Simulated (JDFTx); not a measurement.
CuAu(100) slab cut from bulk CuAu (space group P4/mmm, indices of the conventional cell, lattice of the Materials Project entry mp-522, not re-optimised): 7 atoms in 7 planes, a 1x1 cell of 10.21 Å² (|a| = 2.851, |b| = 3.582 Å), 8.2 Å between the outermost planes, Cu outermost, slab composition Cu4Au3, cell height 24.6 Å, 8×6×1 k mesh, Fermi smearing 0.01 Ha, no spin polarisation. Whether this polymorph is the ambient one wasn't checked.

Final geometry:
```
7
Lattice="2.851 0.000 0.000 0.000 3.582 0.000 0.000 0.000 24.600" Properties=species:S:1:pos:R:3 pbc="T T F"
Au     0.000     0.000     9.449
Au     0.000     0.000    12.300
Au     0.000     0.000    15.151
Cu     1.425     1.791     8.194
Cu     1.425     1.791    10.875
Cu     1.425     1.791    13.725
Cu     1.425     1.791    16.406
```

Level of theory: PBE, GBRV ultrasoft potentials, plane waves to 20/100 Ha; code: JDFTx (a modified build). Liquid on both sides: linear PCM (GLSSA13), water, 2 M KCl; nuclei fixed, outer atoms relaxed in vacuum. Potentials are on the SHE scale by the convention U = −μ/e − 4.44 V; references calibrated for a solvation model differ from this value. The model has bare, unreconstructed faces and no explicit solvent.

| U (V vs SHE) | μ (eV) | excess electrons per cell | σ (μC/cm², per face) | run |
|---|---|---|---|---|
| -1.40 | -3.04 | 0.173 | -13.6 | fixed potential |
| -1.20 | -3.24 | (withheld) | (withheld) | fixed potential |
| -0.49 | -3.95 | 0.000 | 0.0 | neutral |
| -0.20 | -4.24 | -0.065 | 5.1 | fixed potential |
| 0.00 | -4.44 | (withheld) | (withheld) | fixed potential |
| 0.20 | -4.64 | -0.167 | 13.1 | fixed potential |
| 0.29 | -4.73 | -0.191 | 15.0 | fixed charge |

Problem. Fill in the missing entries, row by row.

Solution. 
- -1.20, excess electrons per cell: 0.138
- -1.20, σ (μC/cm², per face): -10.9
- 0.00, excess electrons per cell: -0.114
- 0.00, σ (μC/cm², per face): 8.9
